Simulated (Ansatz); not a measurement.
The calculation used DFT PBE, scalar-relativistic, plane waves, PAW (Ansatz). Settings: cutoff 420 eV, Γ-centred meshes spaced at most about 0.3 Å⁻¹, and about 0.25 Å⁻¹ or finer for metals (2π included), Gaussian smearing. No spin polarisation in the final relaxations.

Each of these unrelaxed guesses is relaxed in cell and atoms within its symmetry. A guess keeps its type if space group and coordination stay and the shape of the cell changes little (axis ratios within about 15 %, angles within 6°); the volume may change.

1. TeF3

Space group P4/mmm (No. 123). a = 4.101 Å, b = 4.101 Å, c = 4.129 Å, α = 90.00°, β = 90.00°, γ = 90.00°
```csv
atom,site,symmetry,x,y,z
Te,1a,4/mmm,0.0000,0.0000,0.0000
F,2g,4mm,0.0000,0.0000,0.3367
F,1c,4/mmm,0.5000,0.5000,0.0000
```

2. BaMo2

Space group F-43m (No. 216). a = 6.973 Å, b = 6.973 Å, c = 6.973 Å, α = 90.00°, β = 90.00°, γ = 90.00°
| atom | site | symmetry | x | y | z |
| --- | --- | --- | --- | --- | --- |
| Ba | 4d | -43m | 0.2500 | 0.2500 | 0.7500 |
| Mo | 4b | -43m | 0.5000 | 0.0000 | 0.0000 |
| Mo | 4c | -43m | 0.2500 | 0.2500 | 0.2500 |

3. Al5N

Space group P4/mmm (No. 123). a = 3.852 Å, b = 3.852 Å, c = 6.160 Å, α = 90.00°, β = 90.00°, γ = 90.00°
```tsv
atom	site	symmetry	x	y	z
Al	4j	m.2m	0.2353	0.2353	0.0000
Al	1b	4/mmm	0.0000	0.0000	0.5000
N	1d	4/mmm	0.5000	0.5000	0.5000
```

**Question.** Which keep their type?

**Answer.** Guess 2 keeps its type.

```csv
guess,kept,start group,end group,V start (Å³/atom),V end,"b/a and c/a, end over start",nearest neighbours start,nearest neighbours end
1,no,P4/mmm,P4/mmm,17.4,23.5,"1.00, 1.97","F 2/12, Te 2","F 1/4, Te 2"
2,yes,F-43m,F-43m,28.3,23.8,"1.00, 1.00","Ba 4, Mo 4/8","Ba 4, Mo 4/8"
3,no,P4/mmm,P4/mmm,15.2,16.4,"1.00, 0.30","Al 4, N 4","Al 4/10, N 8"
```

Neighbours count within 15 % of an atom's shortest distance; end groups are read at 0.02 Å (0.05 Å in metals).

Weakly bound directions are ill-defined at this level, which has no dispersion term (TeF3 P4/mmm). Spin–orbit coupling, which can matter for Te, is left out. In TeF3 P4/mmm an odd number of electrons in the primitive cell allows no gap without spin; a larger cell or a magnetic state could open one. A magnetic state wasn't ruled out in cells without spin, among them TeF3 P4/mmm. Cells relaxed within their symmetry can be saddle points.

In counts of neighbours, a slash parts the counts of unlike sites.
